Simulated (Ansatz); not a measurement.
The cell comes from COD entry 1523398, which wasn't checked; take it as a given geometry.

NbRu: DFT, PBEsol, all-electron LAPW, scalar-relativistic (Ansatz 0.2.0).

Command: `ansatz run input.yaml --threads 1 --pin off --max-ram 3072MiB --backend cpu --events-out ev --progress --plain --runs-dir out` The run took 19 s on 1 thread of Intel(R) Xeon(R) 6975P-C (Granite Rapids) (shared host), peak memory 0.49 GiB.

```yaml
crystal:
  lattice:
    - [3.184, 0.0, 0.0]
    - [0.0, 3.184, 0.0]
    - [0.0, 0.0, 3.184]
  atoms:
    - { symbol: Nb, position: [0.0, 0.0, 0.0] }
    - { symbol: Ru, position: [0.5, 0.5, 0.5] }
kpoints:
  mp_grid: { grid: [11, 11, 11] }
  band_path:
    path:
      - [0.0, 0.0, 0.0]
      - [0.0, 0.5, 0.0]
      - [0.5, 0.5, 0.0]
      - [0.0, 0.0, 0.0]
      - [0.5, 0.5, 0.5]
      - [0.0, 0.5, 0.0]
      - [0.5, 0.5, 0.5]
      - [0.5, 0.5, 0.0]
    npoints: 14
scf:
  occupations: { method: fermi_dirac, width: 0.03 }
hamiltonian:
  xc: pbesol
  pseudopotentials: { kind: all_electron, lapw: { basis_error: 0.00025 } }
output:
  forces: true
  stress: true
  eigenvalues: true
  populations: true
  dos: { projected: true, de: 0.2, e_range: [-14, 8] }
```

Output:

```
Nb: projections on atomic orbitals take those of the free atom 1s2 2s2 2p6 3s2 3p6 3d10 4s2 4p6 4d4 5s1, of charge +0.00 (hamiltonian.pseudopotentials.projection_atoms)
Ru: projections on atomic orbitals take those of the free atom 1s2 2s2 2p6 3s2 3p6 3d10 4s2 4p6 4d7 5s1, of charge +0.00 (hamiltonian.pseudopotentials.projection_atoms)
LAPW: plane waves up to 8.639 Å⁻¹, error target 2.5e-4 eV per atom; small_component_spin mean_spin; Nb in spheres of 1.353 Å, 31 of its electrons in bands, Dirac shells []; Ru in spheres of 1.405 Å, 26 of its electrons in bands, Dirac shells []
Engine: ansatz 0.2.0
Pseudopotentials: kind: all_electron
Pseudopotential: Nb, LAPW, valence charge 31, Koelling and Harmon's equation, gaussian nucleus
Pseudopotential: Ru, LAPW, valence charge 26, Koelling and Harmon's equation, gaussian nucleus
Functional definition: PBEsol
  exchange = pbesol_x
  correlation = pbesol_c
Crystal: 2 atoms, lattice volume = 32.279 Å³
Basis set: ecut = 284.32358509952934 eV, 365 PW (Γ), exchange–correlation at level 2
Bands: 35, of which v1, the nominal top of the filled ones, is band 29 counted from 1 (28 counted from 0)
Symmetry: 48 space group operations
Space group: Pm-3m (ITA 221), of the structure as read, at distance tolerance 3.2e-5 Å
k-points: 56 of 1331
Non-local potential: Nb, projectors of the file, none
Non-local potential: Ru, projectors of the file, none
Initial density: superposition of atomic densities (chi_scale 0.1, normalization cell, long waves kept (reshape's long-wave potential 0.00 eV rms))
Initial wavefunctions: plane waves of lowest kinetic energy (no species holds an atomic orbital)
Functional: x = pbesol(κ = 0.804, μ = 0.12345679012345678), c = pbesol(β = 0.046)
iter 1 solved again at ethr=1.56e-3 eV; its pass at ethr=1.00e-1 eV (dr2=8.88e-1 eV) is discarded
SCF iter   1: F=—  HF=-227123.436474 eV  |F-HF|=—  |Δ(HF+E_count)|=         —  Δρ=5.33e-2  dr2=8.90e-1  ethr=1.56e-3  ⟨swp⟩=2.0  Hψ=12048  notcnv=0
preconditioner: auto → Kerker (q_TF=auto, 3.000 Å⁻¹)  [metal: Δε(μ)=0.036 eV  Ē_g=7.403 eV  σ=0.030 eV  W_gap=0.29  n_scr=18 (ndim 8)  ℏωp=23.6 eV  f_vac=0.000  D(μ)=3.60/eV (n_scr^D=56)]
SCF iter   2: F=—  HF=-227122.437539 eV  |F-HF|=—  |Δ(HF+E_count)|=   9.99e-1  Δρ=4.58e-2  dr2=1.30e0  ethr=1.56e-3  ⟨swp⟩=2.0  Hψ=5773  notcnv=0
SCF iter   3: F=—  HF=-227122.812524 eV  |F-HF|=—  |Δ(HF+E_count)|=   3.75e-1  Δρ=5.52e-2  dr2=1.57e0  ethr=1.56e-3  ⟨swp⟩=2.0  Hψ=5324  notcnv=0  recentre
SCF iter   4: F=—  HF=-227122.195949 eV  |F-HF|=—  |Δ(HF+E_count)|=   6.17e-1  Δρ=1.57e-2  dr2=1.28e-1  ethr=1.56e-3  ⟨swp⟩=2.0  Hψ=5320  notcnv=0
iter 5 solved again at ethr=7.30e-6 eV; its pass at ethr=2.25e-4 eV (dr2=4.16e-3 eV) is discarded
SCF iter   5: F=—  HF=-227122.182451 eV  |F-HF|=—  |Δ(HF+E_count)|=         —  Δρ=3.60e-3  dr2=4.16e-3  ethr=7.30e-6  ⟨swp⟩=2.0  Hψ=10066  notcnv=0
the basis was enlarged: its passes take 1.4 MiB over the memory plan, 1 of 1 planned eigensolver slots
SCF iter   6: F=—  HF=-227122.182694 eV  |F-HF|=—  |Δ(HF+E_count)|=   2.43e-4  Δρ=1.45e-3  dr2=1.22e-3  ethr=7.29e-6  ⟨swp⟩=2.0  Hψ=5776  notcnv=0
SCF iter   7: F=—  HF=-227122.182521 eV  |F-HF|=—  |Δ(HF+E_count)|=   1.74e-4  Δρ=5.06e-4  dr2=1.39e-4  ethr=2.14e-6  ⟨swp⟩=2.0  Hψ=5776  notcnv=0
SCF iter   8: F=—  HF=-227122.182501 eV  |F-HF|=—  |Δ(HF+E_count)|=   1.98e-5  Δρ=9.87e-5  dr2=5.89e-6  ethr=2.45e-7  ⟨swp⟩=2.0  Hψ=5776  notcnv=0
SCF iter   9: F=—  HF=-227122.182500 eV  |F-HF|=—  |Δ(HF+E_count)|=   1.05e-6  Δρ=2.64e-5  dr2=3.41e-7  ethr=1.03e-8  ⟨swp⟩=2.0  Hψ=5776  notcnv=0
SCF iter  10: F=-227122.182500 eV  HF=-227122.182500 eV  |F-HF|=1.53e-8  |Δ(HF+E_count)|=   1.16e-8  Δρ=8.14e-6  dr2=2.31e-8  ethr=5.98e-10  ⟨swp⟩=2.0  Hψ=5776  notcnv=0
SCF 1 converged in 10 iterations: F = -227122.182500 eV  dr2 = 2.31e-8
NSCF: frozen V_eff on 99 k-points
SCF converged after 10 iterations
Free energy (F): -227122.182500 eV
Harris-Foulkes:  -227122.182500 eV  (|F-HF|=1.53e-8)
Internal energy: -227122.173810 eV  (E = F + TS)
E sigma→0 (E₀):  -227122.178155 eV
Entropy (-TS):   -0.008689 eV (-4.345 meV/atom)
Fermi energy:    22.515307 eV
--- Per-component energies (eV) ---
  E_band       = -7029.905553
  E_kinetic    = 235604.237921
  E_xc         = -6759.750075
  E_electrostatic = -455966.661657  (all electrons and nuclei)
  E_smearing   = -0.008689  (= −TS)
  E_closure    = 0.000000  (closes the sum)
  E_atoms      = -227100.850426  (free atoms, spherical and without spin; not in F)
  Σ components = -227122.182500   (vs F -227122.182500, Δ=0.00e0)
  Basis errors (estimates in eV, not in F): energy 5.8e-5 per atom: plane waves 4.8e-5 (2.5e-5 summed), levels above the bands 2.2e-122, relativity 1.0e-8, radial functions 1.0e-5, core shells 2.4e-7; eigenvalues (radial functions only) 7.8e-7; not estimated: angular momenta, meshes, grids; target (lapw.basis_error) 2.5e-4; muffin-tin radii Nb 1.353 Å, Ru 1.405 Å
--- Forces (eV/Å), atoms counted from 1 ---
  atom   1  Nb    -0.00000000     0.00000000    -0.00000000
  atom   2  Ru    -0.00000000     0.00000000     0.00000000
  max |Σ_I F_I| component: 1.83e-29 eV/Å
--- Stress (GPa, compression-positive) ---
       -9.948087       0.000000       0.000000
        0.000000      -9.948087       0.000000
        0.000000       0.000000      -9.948087
  P = ⅓ Tr σ = -9.9481 GPa (-99.481 kbar)
--- Band table (eV; the first three rows and the last of 56) ---
  k-point 0: bands = ["-412.9737", "-321.1115", "-321.1115", "-321.1115", "-247.4209", "-247.4209", "-247.3827", "-247.3827", "-247.3827", "-170.9781", "-170.9781", "-170.9713", "-170.9713", "-170.9713", "-50.4865", "-32.9692", "-20.4780", "-20.4780", "-20.4780", "-8.8716", "-8.8716", "-8.8716", "14.9410", "16.8659", "16.8659", "20.2531", "20.2531", "20.2531", "23.3352", "23.3352", "25.8930", "25.8930", "25.8930", "30.7664", "30.7664"]
  k-point 1: bands = ["-412.9737", "-321.1115", "-321.1115", "-321.1115", "-247.4209", "-247.4209", "-247.3827", "-247.3827", "-247.3827", "-170.9781", "-170.9781", "-170.9713", "-170.9713", "-170.9713", "-50.4860", "-32.9673", "-20.4848", "-20.4768", "-20.4768", "-8.9035", "-8.8711", "-8.8711", "15.1159", "16.9530", "17.0057", "20.2405", "20.2405", "20.3117", "23.1408", "23.4063", "25.4299", "25.4299", "25.7758", "30.2448", "31.4191"]
  k-point 2: bands = ["-412.9737", "-321.1115", "-321.1115", "-321.1115", "-247.4209", "-247.4209", "-247.3827", "-247.3827", "-247.3827", "-170.9781", "-170.9781", "-170.9713", "-170.9713", "-170.9713", "-50.4845", "-32.9622", "-20.5030", "-20.4738", "-20.4738", "-8.9884", "-8.8697", "-8.8697", "15.6171", "17.2108", "17.3893", "20.2176", "20.2176", "20.4801", "22.6071", "23.5937", "24.4840", "24.4840", "25.4536", "29.0435", "32.9288"]
  k-point 55: bands = ["-412.9737", "-321.1115", "-321.1115", "-321.1115", "-247.4209", "-247.4209", "-247.3827", "-247.3827", "-247.3827", "-170.9781", "-170.9781", "-170.9713", "-170.9713", "-170.9713", "-50.4670", "-32.8831", "-20.5549", "-20.5542", "-20.5542", "-9.1789", "-9.1789", "-9.1761", "18.8132", "19.0275", "19.0275", "19.7043", "19.7043", "19.8072", "22.3794", "22.3794", "25.7314", "25.7314", "29.6672", "31.2806", "32.1476"]
--- Löwdin populations: 2 sites ---
  site symbol       q [e]
     0     Nb     40.8641
     1     Ru     43.9794
  spilling = 0.001840 (of n_electrons = 85.000000)
```

populations.tsv:

```
# site	symbol	l	j	q
# orbitals = lowdin
# n_electrons = 85.000000
# spilling = 0.001840
# projection_atom_Nb: 1s2 2s2 2p6 3s2 3p6 3d10 4s2 4p6 4d4 5s1
# projection_atom_Ru: 1s2 2s2 2p6 3s2 3p6 3d10 4s2 4p6 4d7 5s1
0	Nb	0_1S	-	1.999996
0	Nb	0_2S	-	1.999837
0	Nb	0_3S	-	1.997053
0	Nb	0_4S	-	1.945354
0	Nb	0_5S	-	0.785816
0	Nb	1_2P	-	5.999999
0	Nb	1_3P	-	5.999937
0	Nb	1_4P	-	5.989027
0	Nb	2_3D	-	9.999975
0	Nb	2_4D	-	4.147137
1	Ru	0_1S	-	1.999995
1	Ru	0_2S	-	1.999803
1	Ru	0_3S	-	1.996705
1	Ru	0_4S	-	1.948500
1	Ru	0_5S	-	0.761317
1	Ru	1_2P	-	5.999999
1	Ru	1_3P	-	5.999901
1	Ru	1_4P	-	5.986065
1	Ru	2_3D	-	9.999983
1	Ru	2_4D	-	7.287160
```

Spin polarisation is left out, and whether a magnetic state lies lower isn't shown here.
